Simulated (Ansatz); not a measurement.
Relaxed-ion elastic tensor of AlRu (CsCl type, space group No. 221) in GPa (Voigt order), r²SCAN in the plane-wave PAW code Ansatz; density 8.01 g/cm³, 13.27 Å³ per atom.

```
347  157  157  0.0  0.0  0.0
157  347  157  0.0  0.0  0.0
157  157  347  0.0  0.0  0.0
0.0  0.0  0.0  136  0.0  0.0
0.0  0.0  0.0  0.0  136  0.0
0.0  0.0  0.0  0.0  0.0  136
```

Is the crystal mechanically stable?

Yes: the smallest eigenvalue of C is 136 GPa.

Work out the Voigt, Reuss and Hill averages.

K_V = 221, K_R = 221, K_H = 221; G_V = 120, G_R = 116, G_H = 118 GPa.

Give Young's modulus, Poisson's ratio, Pugh's ratio and the universal anisotropy index.

E = 9KG/(3K + G) = 300 GPa; ν = 0.27; K/G = 1.87 (ductile by the Pugh limit of 1.75); A_U = 5G_V/G_R + K_V/K_R − 6 = 0.15.

Estimate the sound speeds and the Debye temperature.

v_l = √((K + 4G/3)/ρ) = 6860 m/s, v_t = √(G/ρ) = 3830 m/s, mean 4270 m/s; Θ = (h/k)(3n/4πV)^(1/3) v_m = 537 K.

Give the Zener ratio and Young's modulus along [100], [110] and [111].

A = 2C44/(C11 − C12) = 1.43; 1/E = S11 − 2(S11 − S12 − S44/2)Γ with Γ = 0, 1/4, 1/3 gives 250, 311, 338 GPa.

Space group Pm-3m (CsCl type). The cell was relaxed with r²SCAN under the symmetry of its start. No spin polarisation was allowed. As this level gives no gap, shear constants depend on the k-mesh and smearing (Fermi–Dirac, 0.1 eV here).

Potentials: the later of the program's two PAW sets.
